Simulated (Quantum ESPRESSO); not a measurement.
```cif
data_H24Ca8Os4
_chemical_formula_sum 'H24 Ca8 Os4'
_space_group_name_H-M_alt 'Fm-3m'
_space_group_IT_number 225
_space_group_name_Hall '-F 4 2 3'
_cell_length_a 7.22964
_cell_length_b 7.22964
_cell_length_c 7.22964
_cell_angle_alpha 90.000
_cell_angle_beta 90.000
_cell_angle_gamma 90.000
loop_
_atom_site_label
_atom_site_type_symbol
_atom_site_symmetry_multiplicity
_atom_site_Wyckoff_symbol
_atom_site_fract_x
_atom_site_fract_y
_atom_site_fract_z
_atom_site_occupancy
H1 H 24 e 0.00000 0.00000 0.23718 1
Ca1 Ca 8 c 0.25000 0.25000 0.25000 1
Os1 Os 4 a 0.00000 0.00000 0.00000 1
```
(The calculation used a cell of 9 atoms; values per cell refer to that cell.)

The geometry is that of Materials Project entry mp-1207196, symmetrised and not relaxed again.

Problem. What does norm-conserving LDA (Quantum ESPRESSO, 74 Ry, no spin-orbit coupling) give for the electronic structure near the Fermi level?

Solution. The LDA gap is 2.54 eV and nearly direct: the edges lie at W and X, the smallest direct gap within 0.02 eV of it. Another valence extremum on the path lies within 0.02 eV, too close to call. Spin-orbit coupling is left out, which matters for elements this heavy: edges can move by tenths of an eV.

The structure is a Materials Project entry; no match was found in the copy of COD used, and its stability was not checked.
